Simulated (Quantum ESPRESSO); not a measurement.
## Ti2HfF4O4 (finding a planted mistake in a log)

Simulated, not a measurement. The program is pw.x of Quantum ESPRESSO 7.5 (plane-wave density functional theory). The cell is made up: 11 atoms on a fluorite lattice with one site empty, with randomly drawn elements, strain and displacements, not relaxed. PseudoDojo standard norm-conserving files (v0.5 for PBE, v0.4.1 for LDA and PBEsol) set the functional; there is no spin polarisation, spin-orbit coupling or dispersion term, and the masses in the input are unused placeholders.

The hafnium pseudopotential is less sure than the others, with forces about 3 percent (worst 6) and pressure in oxides about 1.5 GPa (worst 2.7) from a second method in checks, which no rerun with the same files tests.

Intended input:

```
&control calculation='scf', pseudo_dir='./dojo.nc.sr.pbe.v0_5.standard.upf', outdir='./o', disk_io='medium', tprnfor=.true., tstress=.true. /
&system ibrav=0, nat=11, ntyp=4, nbnd=50, ecutwfc=84.00895049, nosym=.true., tot_charge=0,
 occupations='smearing', smearing='fd', degauss=0.0018374661
/
&electrons conv_thr=7.350e-09, electron_maxstep=60, /
ATOMIC_SPECIES
F 1.0 F.upf
Hf 1.0 Hf.upf
O 1.0 O.upf
Ti 1.0 Ti.upf
CELL_PARAMETERS angstrom
4.9273 0.0391 0.0741
0.0391 4.9222 -0.0021
0.0741 -0.0021 4.8539
ATOMIC_POSITIONS angstrom
Ti 0.0194 0.0347 0.0407
Hf 2.4757 0.0085 2.5091
Ti 2.4689 2.4757 0.0366
F 1.3244 1.2325 1.2326
F 1.3974 1.2517 3.6157
O 1.2859 3.7092 1.2071
F 1.3366 3.7771 3.6602
F 3.7095 1.2901 1.2641
O 3.8121 1.299 3.7516
O 3.7042 3.7911 1.2643
O 3.7706 3.7357 3.6928
K_POINTS automatic
5 5 5 1 1 1
```

The log is shortened where brackets say so; the opening notice, blank lines, dates and the lines on written files are dropped, and the path of the files is cut. It prints rydbergs, bohrs and kilobars, and counts compression as positive stress. Where no state is partly filled, the Fermi energy that it prints is only some level between the filled and the empty states on the mesh, and need not lie in the true gap.

Log of the intended run:

```
     Program PWSCF v.7.5
     Parallel version (MPI & OpenMP), running on       1 processor cores
     Number of MPI processes:                 1
     Threads/MPI process:                     1
     [start-up lines left out]
     bravais-lattice index     =            0
     lattice parameter (alat)  =       9.3126  a.u.
     unit-cell volume          =     794.1974 (a.u.)^3
     number of atoms/cell      =           11
     number of atomic types    =            4
     number of electrons       =        88.00
     number of Kohn-Sham states=           50
     kinetic-energy cutoff     =      84.0090  Ry
     charge density cutoff     =     336.0358  Ry
     scf convergence threshold =      7.3E-09
     mixing beta               =       0.7000
     number of iterations used =            8  plain     mixing
     Exchange-correlation= PBE
                           (   1   4   3   4   0   0   0)
     [axes and pseudopotential details left out]
   Cartesian axes
     site n.     atom                  positions (alat units)
         1        Ti     tau(   1) = (   0.0039367   0.0070414   0.0082589  )
         2        Hf     tau(   2) = (   0.5023729   0.0017248   0.5091505  )
         3        Ti     tau(   3) = (   0.5009931   0.5023729   0.0074269  )
         4        F      tau(   4) = (   0.2687493   0.2501008   0.2501211  )
         5        F      tau(   5) = (   0.2835626   0.2539969   0.7337035  )
         6        O      tau(   6) = (   0.2609369   0.7526767   0.2449466  )
         7        F      tau(   7) = (   0.2712250   0.7664551   0.7427335  )
         8        F      tau(   8) = (   0.7527376   0.2617891   0.2565132  )
         9        O      tau(   9) = (   0.7735573   0.2635951   0.7612806  )
        10        O      tau(  10) = (   0.7516621   0.7692960   0.2565537  )
        11        O      tau(  11) = (   0.7651361   0.7580541   0.7493488  )
     number of k points=    63  Fermi-Dirac smearing, width (Ry)=  0.0018
                       cart. coord. in units 2pi/alat
        k(    1) = (   0.0977208   0.0993845   0.1000780), wk =   0.0320000
        k(    2) = (   0.0946655   0.0994954   0.3031785), wk =   0.0320000
     [further k points left out]
     Dense  grid:    82623 G-vectors     FFT dimensions: (  60,  60,  54)
     Estimated max dynamical RAM per process >     136.48 MB
     Initial potential from superposition of free atoms
     starting charge      87.9949, renormalised to      88.0000
     Starting wfcs are   62 randomized atomic wfcs
     total cpu time spent up to now is       24.5 secs
     per-process dynamical memory:    83.2 Mb
     Self-consistent Calculation
     iteration #  1     ecut=    84.01 Ry     beta= 0.70
     Davidson diagonalization with overlap
     ethr =  1.00E-02,  avg # of iterations =  2.0
     total cpu time spent up to now is       72.3 secs
     total energy              =    -678.01346449 Ry
     estimated scf accuracy    <       4.74602350 Ry
     iteration #  2     ecut=    84.01 Ry     beta= 0.70
     Davidson diagonalization with overlap
     ethr =  5.39E-03,  avg # of iterations =  7.1
     total cpu time spent up to now is      150.9 secs
     total energy              =    -670.59333675 Ry
     estimated scf accuracy    <     104.11228252 Ry
     [iterations 3 to 22 left out]
     iteration # 23     ecut=    84.01 Ry     beta= 0.70
     Davidson diagonalization with overlap
     ethr =  7.11E-11,  avg # of iterations =  6.0
     total cpu time spent up to now is     1273.9 secs
     total energy              =    -680.70595410 Ry
     estimated scf accuracy    <       0.00000003 Ry
     iteration # 24     ecut=    84.01 Ry     beta= 0.70
     Davidson diagonalization with overlap
     ethr =  3.50E-11,  avg # of iterations =  1.2
     total cpu time spent up to now is     1328.7 secs
     End of self-consistent calculation
     [lines on levels left out]
     the Fermi energy is     9.9799 ev
!    total energy              =    -680.70595410 Ry
     estimated scf accuracy    <          5.7E-09 Ry
     smearing contrib. (-TS)   =      -0.00000046 Ry
     internal energy E=F+TS    =    -680.70595364 Ry
     The total energy is F=E-TS. E is the sum of the following terms:
     one-electron contribution =    -230.67146380 Ry
     hartree contribution      =     162.68475310 Ry
     xc contribution           =    -141.15724670 Ry
     ewald contribution        =    -471.56199624 Ry
     convergence has been achieved in  24 iterations
     Forces acting on atoms (cartesian axes, Ry/au):
     atom    1 type  4   force =    -0.18072217   -0.13570029    0.01293915
     atom    2 type  2   force =     0.17254570   -0.11467044   -0.04797136
     atom    3 type  4   force =     0.16295008    0.15444219   -0.00530396
     atom    4 type  1   force =    -0.02906354    0.01550842   -0.03997554
     atom    5 type  1   force =    -0.06278931    0.05573894    0.06482591
     atom    6 type  3   force =     0.00810246    0.02543818   -0.06574072
     atom    7 type  1   force =    -0.04064327   -0.02605788    0.02507653
     atom    8 type  1   force =     0.00466467    0.01962163    0.00735095
     atom    9 type  3   force =    -0.02229142   -0.03514038    0.06233294
     atom   10 type  3   force =     0.02162951    0.02504347   -0.07526929
     atom   11 type  3   force =    -0.03438271    0.01577615    0.06173539
     Total force =     0.432329     Total SCF correction =     0.000187
     Computing stress (Cartesian axis) and pressure
          total   stress  (Ry/bohr**3)                   (kbar)     P=       34.90
   0.00003682  -0.00011023  -0.00039983            5.42      -16.22      -58.82
  -0.00011023   0.00011452  -0.00013644          -16.22       16.85      -20.07
  -0.00039983  -0.00013644   0.00056046          -58.82      -20.07       82.45
     init_run     :     22.96s CPU     24.31s WALL (       1 calls)
     electrons    :   1232.33s CPU   1304.19s WALL (       1 calls)
     forces       :     10.70s CPU     10.81s WALL (       1 calls)
     stress       :     39.26s CPU     39.44s WALL (       1 calls)
     [timing details left out]
     PWSCF        :  21m45.59s CPU  22m59.48s WALL
     JOB DONE.
```

A second run was made from an input with one planted mistake. Its log:

```
     Program PWSCF v.7.5
     Parallel version (MPI & OpenMP), running on       4 processor cores
     Number of MPI processes:                 4
     Threads/MPI process:                     1
     [start-up lines left out]
     bravais-lattice index     =            0
     lattice parameter (alat)  =       9.3126  a.u.
     unit-cell volume          =     794.1974 (a.u.)^3
     number of atoms/cell      =           11
     number of atomic types    =            4
     number of electrons       =        88.00
     number of Kohn-Sham states=           50
     kinetic-energy cutoff     =      84.0090  Ry
     charge density cutoff     =     336.0358  Ry
     scf convergence threshold =      7.3E-09
     mixing beta               =       0.7000
     number of iterations used =            8  plain     mixing
     Exchange-correlation= PBE
                           (   1   4   3   4   0   0   0)
     [axes and pseudopotential details left out]
   Cartesian axes
     site n.     atom                  positions (alat units)
         1        Ti     tau(   1) = (   0.0039367   0.0070414   0.0082589  )
         2        Hf     tau(   2) = (   0.5023729   0.0017248   0.5091505  )
         3        Ti     tau(   3) = (   0.5009931   0.5023729   0.0074269  )
         4        F      tau(   4) = (   0.2687493   0.2501008   0.2501211  )
         5        F      tau(   5) = (   0.2835626   0.2539969   0.7337035  )
         6        O      tau(   6) = (   0.2609369   0.7526767   0.2449466  )
         7        F      tau(   7) = (   0.2712250   0.7664551   0.7427335  )
         8        O      tau(   8) = (   0.7527376   0.2617891   0.2565132  )
         9        F      tau(   9) = (   0.7735573   0.2635951   0.7612806  )
        10        O      tau(  10) = (   0.7516621   0.7692960   0.2565537  )
        11        O      tau(  11) = (   0.7651361   0.7580541   0.7493488  )
     number of k points=    63  Fermi-Dirac smearing, width (Ry)=  0.0018
                       cart. coord. in units 2pi/alat
        k(    1) = (   0.0977208   0.0993845   0.1000780), wk =   0.0320000
        k(    2) = (   0.0946655   0.0994954   0.3031785), wk =   0.0320000
     [further k points left out]
     Dense  grid:    82623 G-vectors     FFT dimensions: (  60,  60,  54)
     Estimated max dynamical RAM per process >     262.54 MB
     Estimated total dynamical RAM >     989.66 MB
     Initial potential from superposition of free atoms
     starting charge      87.9949, renormalised to      88.0000
     Starting wfcs are   62 randomized atomic wfcs
     total cpu time spent up to now is        9.6 secs
     per-process dynamical memory:   210.5 Mb
     Self-consistent Calculation
     iteration #  1     ecut=    84.01 Ry     beta= 0.70
     Davidson diagonalization with overlap
     ethr =  1.00E-02,  avg # of iterations =  2.0
     total cpu time spent up to now is       25.0 secs
     total energy              =    -678.00216910 Ry
     estimated scf accuracy    <       4.76546319 Ry
     iteration #  2     ecut=    84.01 Ry     beta= 0.70
     Davidson diagonalization with overlap
     ethr =  5.42E-03,  avg # of iterations =  7.1
     total cpu time spent up to now is       51.2 secs
     total energy              =    -670.59117642 Ry
     estimated scf accuracy    <     104.73898443 Ry
     [iterations 3 to 21 left out]
     iteration # 22     ecut=    84.01 Ry     beta= 0.70
     Davidson diagonalization with overlap
     ethr =  9.90E-11,  avg # of iterations =  2.0
     total cpu time spent up to now is      417.6 secs
     total energy              =    -680.72063016 Ry
     estimated scf accuracy    <       0.00000002 Ry
     iteration # 23     ecut=    84.01 Ry     beta= 0.70
     Davidson diagonalization with overlap
     ethr =  2.75E-11,  avg # of iterations =  5.8
     total cpu time spent up to now is      445.0 secs
     End of self-consistent calculation
     [lines on levels left out]
     the Fermi energy is    10.0371 ev
!    total energy              =    -680.72063017 Ry
     estimated scf accuracy    <          1.7E-09 Ry
     smearing contrib. (-TS)   =      -0.00000135 Ry
     internal energy E=F+TS    =    -680.72062882 Ry
     The total energy is F=E-TS. E is the sum of the following terms:
     one-electron contribution =    -230.68561960 Ry
     hartree contribution      =     162.75076979 Ry
     xc contribution           =    -141.17304674 Ry
     ewald contribution        =    -471.61273226 Ry
     convergence has been achieved in  23 iterations
     Forces acting on atoms (cartesian axes, Ry/au):
     atom    1 type  4   force =    -0.18519833   -0.13462168    0.15269137
     atom    2 type  2   force =     0.17808279   -0.11563212   -0.15482899
     atom    3 type  4   force =     0.15991647    0.15930398    0.13772256
     atom    4 type  1   force =    -0.04456392    0.01253479   -0.04288420
     atom    5 type  1   force =    -0.05080877    0.05931090    0.06630137
     atom    6 type  3   force =     0.00904190    0.02722157   -0.07528254
     atom    7 type  1   force =    -0.04504952   -0.03011243    0.01975321
     atom    8 type  3   force =    -0.01124405   -0.00155442   -0.07150209
     atom    9 type  1   force =     0.00296181   -0.01112098   -0.01811921
     atom   10 type  3   force =     0.01990995    0.00940728   -0.07547440
     atom   11 type  3   force =    -0.03304834    0.02526311    0.06162290
     Total force =     0.506375     Total SCF correction =     0.000118
     Computing stress (Cartesian axis) and pressure
          total   stress  (Ry/bohr**3)                   (kbar)     P=       35.32
   0.00005178  -0.00010772  -0.00022798            7.62      -15.85      -33.54
  -0.00010772   0.00011335   0.00007879          -15.85       16.67       11.59
  -0.00022798   0.00007879   0.00055513          -33.54       11.59       81.66
     init_run     :      8.87s CPU      9.28s WALL (       1 calls)
     electrons    :    430.79s CPU    435.47s WALL (       1 calls)
     forces       :      4.42s CPU      4.45s WALL (       1 calls)
     stress       :     13.29s CPU     13.38s WALL (       1 calls)
     [timing details left out]
     PWSCF        :   7m37.79s CPU   7m43.14s WALL
     JOB DONE.
```

Question: what was wrong in the second input?

Answer: two atoms have their elements exchanged. The input lines that differ, file-writing options aside:

```
- F 3.7095 1.2901 1.2641
+ O 3.7095 1.2901 1.2641
- O 3.8121 1.299 3.7516
+ F 3.8121 1.299 3.7516
```

```
                                            intended run  run with the mistake
                          free energy (eV)     -9261.476             -9261.676
                    smearing term -TS (eV)        0.0000                0.0000
                            pressure (GPa)          3.49                  3.53
            largest force component (eV/Å)         4.647                 4.762
largest change of a force component (eV/Å)                               3.677
                                iterations            24                    23
```

For scale, a rerun of the intended cell at a cutoff of 1437 eV and k mesh 7 x 7 x 7 moved values by no more than 0.003 eV in energy, 0.04 GPa in stress and 0.004 eV/Å in force.